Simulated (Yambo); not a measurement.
How GW settings move the gap: SnS2

G0W0@PBEsol for SnS2 (space group P6_3mc, No. 186) in Yambo. Reference settings: 3×3×1 Γ-centred k mesh, 418 bands and a 7 Ry block in the screening, 418 bands in G with the Bruneval-Gonze terminator, plasmon pole fitted at 27.2 eV. The PBEsol gap Γ → (0, 0.333, 0) on this mesh is 1.90 eV; G0W0 gaps are taken between the same points.

```csv
change from the reference,"G0W0 gap Γ → (0, 0.333, 0) (eV)",shift of the valence edge (eV)
reference settings,2.79,-0.65
"160 bands in W, 160 bands in G",2.91,-0.37
160 bands in G,2.81,-0.57
270 bands in G,2.79,-0.63
198 bands in W,2.86,-0.50
3 Ry block,2.64,-0.30
2 Ry block,2.66,-0.27
6 Ry block,2.79,-0.64
"160 bands in G, no terminator",2.85,-0.11
"270 bands in G, no terminator",2.81,-0.39
```

The reference isn't shown to be the converged limit. In the run with 418 bands and a 7 Ry block, which covers more k points, the smallest G0W0 gap is 2.69 eV, (0, 0.333, 0) → (0, 0.333, 0). The mesh misses a band edge: along a dense path the PBEsol gap is 1.33 eV against 1.90 eV on the mesh.

The standard potential for Sn keeps a d shell in the valence without the s and p states of that shell. In tests on such compounds this moved G0W0 gaps by up to about 0.9 eV, so absolute quasiparticle energies here are unreliable; differences between settings are what counts.

Spin-orbit coupling is included.

Geometry of the Materials Project entry, not relaxed at this level; primitive cell a = b = 3.6758 Å, c = 12.3390 Å, α = β = 90.00°, γ = 120.00°.

This is not the ordinary phase of the substance; no match was found in the copy of COD used, and its stability was not checked.

A shift is the quasiparticle energy of the state minus its PBEsol energy.

The distance between layers or molecules is the database entry's, not relaxed here. Functionals without dispersion can leave it too large, which widens gaps and weakens the response across layers: the numbers belong to this cell.
